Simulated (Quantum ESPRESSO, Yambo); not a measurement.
**Levels of theory for the gap of LiHF$_{2}$**

LiHF$_{2}$ (space group R-3m, No. 166): one geometry, one set of norm-conserving PBEsol (Quantum ESPRESSO, 84 Ry, without SOC) orbitals, self-energies from Yambo (6×6×6 Γ-centred k mesh, 76 bands and a 10 Ry block in the screening, 76 bands in G with the Bruneval-Gonze terminator, plasmon pole fitted at 27.2 eV).

Cell and atoms were relaxed with PBE+D3(BJ) from Materials Project entry mp-24199, within its symmetry.

```csv
level,gap Z → Γ (eV),direct gap at Γ (eV),rough Yambo cost
PBEsol (Quantum ESPRESSO),8.14,8.34,–
exchange only (Hartree-Fock self-energy on PBEsol orbitals),20.70,20.96,about 1/20 (8 states)
static COHSEX@PBEsol,14.32,14.57,within a factor of two (3 states)
"G0W0@PBEsol, plasmon pole",12.67,12.91,1 (8 states)
```

Bare exchange has no screening and gives the widest gap; static COHSEX screens it but leaves out the frequency dependence, which G0W0 restores. All rows use the PBEsol edge points; in the exchange only run other k points give a smaller gap, 20.49 eV.

Costs are rough ratios of core time on shared machines.

Convergence of the G0W0 settings was not tested.

The structure is a Materials Project entry; no match was found in the copy of COD used, and its stability was not checked.
